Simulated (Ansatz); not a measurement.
CuCl:
Space group F-43m (No. 216); a = 5.290 Å, b = 5.290 Å, c = 5.290 Å, α = 90.00°, β = 90.00°, γ = 90.00°

```
atom  site  symmetry       x       y       z
----  ----  --------  ------  ------  ------
Cu      4b      -43m  0.5000  0.5000  0.5000
Cl      4d      -43m  0.7500  0.7500  0.7500
```
(The calculation used a cell of 2 atoms; values per cell refer to that cell.)

Relaxed with PBEsol. 

HSE06 on this cell (Ansatz, an electronic-structure program, PAW) gives a gap of 2.46 eV. What does PBEsol give?

0.55 eV.

Cost on shared cores: the PBEsol run (SCF on a 9×9×9 mesh, then bands and DOS) about 17 core-seconds (a rough figure), the HSE06 run (SCF on 7×7×7, then a few points) around 2.4 core-minutes (rough); the tasks are unlike.

Symmetry was held in the PBEsol relaxation. No spin polarisation was allowed.

Potentials: the later of the program's two PAW sets.

Ansatz is a plane-wave DFT program.
